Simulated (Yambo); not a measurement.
Yambo run on TiCdO3 (space group R-3, No. 148). The wavefunctions are PBEsol (pw.x of Quantum ESPRESSO, ONCV potentials, scalar-relativistic) ones on a 2×2×2 mesh (50 occupied bands); a = 5.8231 Å, b = 5.8231 Å, c = 5.8231 Å, α = 53.70°, β = 53.70°, γ = 53.70°.

Yambo input:

```
rim_cut
gw0
dyson
el_el_corr
HF_and_locXC
ppa
em1d
RandQpts= 1000000
RandGvec= 1 Ry
EXXRLvcs= 102 Ry
VXCRLvcs= 408 Ry
Chimod= "HARTREE"
% BndsRnXp
 11 | 200 |
%
NGsBlkXp= 7 Ry
% LongDrXp
 1.0 | 1.0 | 1.0 |
%
PPAPntXp= 27.2114 eV
% GbndRnge
 1 | 95 |
%
GTermKind= "none"
DysSolver= "n"
ExtendOut
% QPkrange
 1 | 1 | 50 | 51 |
 3 | 3 | 50 | 50 |
%
```

k points by index: 1 = Γ, 3 = F.

The o-*.qp file then holds:

```
#    K-point    Band    Eo [eV]    E [eV]    E-Eo [eV]    Vxc [eV]    Vnlxc [eV]    Sc|Eo [eV]    Sc|E [eV]    dSc/dw|Eo [eV]    Re(Z)    Im(Z)
#
    1    50    -0.009137    0.306876    0.316013    -20.79345    -25.73600    5.346491    5.258571    -7.573985    0.782262    -0.001503
    1    51    3.060939    4.772443    1.711504    -16.59668    -10.87581    -3.609724    -4.009373    -6.353628    0.810705    -0.001254
    3    50    0.000000    0.319153    0.319153    -20.55557    -25.45771    5.310805    5.221293    -7.635344    0.780885    -0.001555
```
(The two width columns are left out.) Convergence of these settings isn't established.

Spin-orbit coupling is not included.

Geometry of the Materials Project entry, not relaxed at this level.
